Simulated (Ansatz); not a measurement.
CrBrO:
```cif
data_Br2Cr2O2
_chemical_formula_sum 'Cr2 Br2 O2'
_space_group_name_H-M_alt 'Pmmn :1'
_space_group_IT_number 59
_space_group_name_Hall 'P 2 2ab -1ab'
_cell_length_a 3.28333
_cell_length_b 3.85151
_cell_length_c 8.28229
_cell_angle_alpha 90.000
_cell_angle_beta 90.000
_cell_angle_gamma 90.000
loop_
_space_group_symop_operation_xyz
  'x, y, z'
  '-x, -y, z'
  'x+1/2, -y+1/2, -z'
  '-x+1/2, y+1/2, -z'
  '-x+1/2, -y+1/2, -z'
  'x+1/2, y+1/2, -z'
  '-x, y, z'
  'x, -y, z'
loop_
_atom_site_label
_atom_site_type_symbol
_atom_site_symmetry_multiplicity
_atom_site_Wyckoff_symbol
_atom_site_fract_x
_atom_site_fract_y
_atom_site_fract_z
_atom_site_occupancy
Cr1 Cr 2 a 0.00000 0.00000 0.59955 1
Br1 Br 2 b 0.00000 0.50000 0.17818 1
O1 O 2 b 0.50000 0.00000 0.45184 1
```
The run is spin-polarised.

Relaxed at zero pressure with plane-wave PAW r²SCAN+D4 (Ansatz code).

Task: The volume is raised by 6 % and shape and atoms relax at that volume. What pressure results, and how do the axes share the change?

Result: -1.0 GPa; a 0.3 %, b 0.3 %, c 5.3 %; the energy rises by 4 meV/atom.

Task: Give the new structure.

Result: 
Space group Pmmn, origin choice 1 (No. 59); a = 3.294 Å, b = 3.863 Å, c = 8.725 Å, α = β = γ = 90.00°

```csv
atom,site,symmetry,x,y,z
Cr,2a,mm2,0.0000,0.0000,0.5945
Br,2b,mm2,0.0000,0.5000,0.1939
O,2b,mm2,0.5000,0.0000,0.4546
```

The phase is kept; no other phase was compared at this pressure.

The workflow started from a Materials Project entry (that database holds measured and hypothetical structures alike); the Crystallography Open Database files this formula in space group No. 59, but the cells were not matched. Whether it is the stable phase at ambient conditions was not checked. The r²SCAN+D4 relaxation kept the symmetry of its start; its stability against distortions is not shown here. Spin order of the final state: ferromagnetic, chosen from 2 collinear starts compared on coarse meshes (ties went to the first, and starts can fall back to one state), not a proven ground state. Other orbital occupations within this spin state were not tried. No Hubbard U is applied.

Potentials: the later of the program's two PAW sets.
